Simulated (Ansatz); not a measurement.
Energy against volume for SiO2 (alpha-quartz type, space group P3_121)

SiO2 (alpha-quartz type, space group P3_121)

```cif
data_O6Si3
_chemical_formula_sum 'Si3 O6'
_space_group_name_H-M_alt 'P3121'
_space_group_IT_number 152
_space_group_name_Hall 'P 31 2"'
_cell_length_a 4.94845
_cell_length_b 4.94845
_cell_length_c 5.44126
_cell_angle_alpha 90.000
_cell_angle_beta 90.000
_cell_angle_gamma 120.000
loop_
_atom_site_label
_atom_site_type_symbol
_atom_site_symmetry_multiplicity
_atom_site_Wyckoff_symbol
_atom_site_fract_x
_atom_site_fract_y
_atom_site_fract_z
_atom_site_occupancy
Si1 Si 3 b 0.52973 0.52973 0.50000 1
O1 O 6 c 0.73289 0.14539 0.04796 1
```

E(V) scan at fixed shape, V₀ the volume above. The atoms relax within the cell's symmetry.

Method: PBEsol (plane waves to 420 eV, PAW, scalar-relativistic; Ansatz, a program for electronic structure). k mesh 8×8×6 (Γ-centred), Fermi-Dirac smearing 0.05 eV. Energies are smeared free energies. Stress and pressure are positive under compression. The relaxing atoms change the space group within the scan (P6_422 at V/V₀ = 1.120), so nothing is fitted. SiO2 was relaxed with its symmetry unable to fall. The PAW data are Ansatz's earlier set. ΔE is measured from the relaxed starting cell.

| V (Å³/cell) | ΔE (eV/atom) | P (GPa) |
|---|---|---|
| 96.93 | 0.0500 | 9.6 |
| 101.54 | 0.0252 | 6.0 |
| 106.16 | 0.0101 | 3.4 |
| 110.77 | 0.0023 | 1.5 |
| 115.39 | 0.0000 | 0.0 |
| 120.01 | 0.0018 | -1.1 |
| 124.62 | 0.0067 | -2.0 |
| 129.24 | 0.0164 | -5.1 |
| 133.85 | 0.0392 | -9.1 |

Key numbers:

- Pressure at the smallest volume = 9.6 GPa
- Energy cost of the largest compression = 50.0 meV/atom
- Energy cost of the largest expansion = 39.2 meV/atom

(Under strain, the slope of the energy per volume gives the stress and its curvature an elastic modulus.)
